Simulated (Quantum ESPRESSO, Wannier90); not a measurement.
# Ir (fcc (Cu type)): Wannier90 run

Materials Project entry mp-101; symmetrised, unrelaxed at this level. This is the element's usual structure. Computed values, not measurements, from PBEsol: Quantum ESPRESSO (norm-conserving PseudoDojo potentials, cutoff 55 Ry, spinors with spin-orbit coupling) on a Γ-centred 10×10×10 mesh, then Wannier90. Density: 18×18×18 mesh, cold smearing 0.01 Ry.

The plane-wave run has 42 bands and 17 electrons a cell. On the energy scale of pw.x, whose zero is arbitrary, the Fermi level lies at 25.50 eV.

Input w.win, without the blocks of cell, atoms and k-points (1000 lines):

```
num_bands = 34
num_wann = 18
exclude_bands = 1-8
spinors = true
num_iter = 800
conv_tol = 1.0e-6
conv_window = 4
dis_num_iter = 1000
dis_conv_tol = 1.0e-6
dis_froz_max = 27.00
dis_win_max = 46.32
write_hr = true
write_u_matrices = true
begin projections
f=-0.00594,0.00469,-0.01691: s;p;d
end projections
mp_grid = 10 10 10
```

wannier90.x stops with:
```
dis_windows: Energy window contains fewer states than number of target WFs
```
At some k-point the outer window holds fewer bands than num_wann, so no subspace of that size can be extracted. Mended as below, all else unchanged, the run goes through (Ω_I = 15.8 Å²) and follows the plane-wave bands to 2.3 meV rms (states up to 1.0 eV relative to the Fermi level).
Remove the line dis_win_max = 46.32.
